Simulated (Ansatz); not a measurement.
# Two states of LaTiO3

```
O Ti La
1.0
     7.92165    0.00000    0.00000
     0.00000    3.96083    0.00000
     0.00000    0.00000    3.96083
O Ti La
6 2 2
Direct
  0.25000 0.50000 0.00000
  0.75000 0.50000 0.00000
  0.00000 0.50000 0.50000
  0.50000 0.50000 0.50000
  0.25000 0.00000 0.50000
  0.75000 0.00000 0.50000
  0.25000 0.50000 0.50000
  0.75000 0.50000 0.50000
  0.00000 0.00000 0.00000
  0.50000 0.00000 0.00000
```

The numbers come from plane-wave PAW DFT (Ansatz): r2SCAN, with U = 3.82 eV and J = 0.66 eV on Ti d (all-electron-ortho-atomic projectors), 500 eV, 3×6×6 Γ-centred k points, fermi-dirac occupations (width 0.1 eV). Nothing was relaxed.

State A: Ti7 up, Ti8 down (collinear spin). State B: Ti7 up, Ti8 up (collinear spin).

Which state is lower, and how do they differ?

They are level within 1 meV an atom.

```tsv
state	free energy (meV/atom)	largest moment in a small sphere (μB)	net moment (μB/cell)	gap on mesh (eV)	pressure (GPa)	largest force (eV/Å)
A	0.0	0.63	0.00	0.09 (under the smearing)	3.0	0.00
B	0.7	0.65	1.98	0.09 (under the smearing)	3.1	0.00
```

Origin: a database entry at a rescaled volume.
